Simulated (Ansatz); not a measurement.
Data:

GaP in space group Pm-3n (No. 223; Ga on 6c, P on 6d), a = b = c = 6.7848 Å, α = β = γ = 90.00°.

This is the PBE-relaxed structure.

Q: All from plane-wave PAW PBE (Ansatz code), unless another level is named. Predict the electron effective mass with spin–orbit coupling.

A: 0.33, 0.33, 0.95 mₑ (principal values).

Q: And the hole effective mass, band 3 of 3 at the edge?

A: 0.072 along [100], 0.087 along [110], 0.094 along [111] (mₑ).

Q: Next, the valence-band maximum?

A: at Γ.

The start of the workflow was typed in or built on a structure type; neither database checked (COD, Materials Project) lists it. It is not the phase usual at ambient conditions (space group No. 216). Symmetry was held in the PBE relaxation; its stability against distortions is not shown here. The volume moved by 26 % from the start of the relaxation. Scalar-relativistic: spin–orbit coupling is off unless named, which matters more the heavier the elements.

Potentials: the earlier of the program's two PAW sets.
